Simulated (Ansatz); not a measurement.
B2O in space group P-3m1 (No. 164; B on 2c, B on 2d, O on 2d), plane-wave PAW PBE+D3(BJ) (Ansatz code), all energies at zero smearing, with the estimated change up to a 700 eV cutoff added, with one set of potentials and settings (totals compare only within such a set). Cell of 6 atoms (4 B, 2 O): -1757.182 eV.

```csv
element,reference phase,E (eV/atom)
B,"R-3m, 12 atoms in the cell",-156.1236
O,"C2/m, 4 atoms in the cell, spin-polarised",-565.0488
```

Formation energy per atom, worked out: (-1757.182 − 4×(-156.1236) − 2×(-565.0488))/6 = -0.432 eV/atom (-42 kJ per mol of atoms), at 0 K, without zero-point energy or fitted corrections.

The workflow started from an entry of the Crystallography Open Database (COD). Whether it is the stable phase at ambient conditions was not checked. Symmetry was held in the PBE+D3(BJ) relaxation; whether a distortion lowers the energy is not shown. The references are the lowest solids computed at this level, not always the standard phases (solids in place of the gases).

Potentials: the later of the program's two PAW sets.
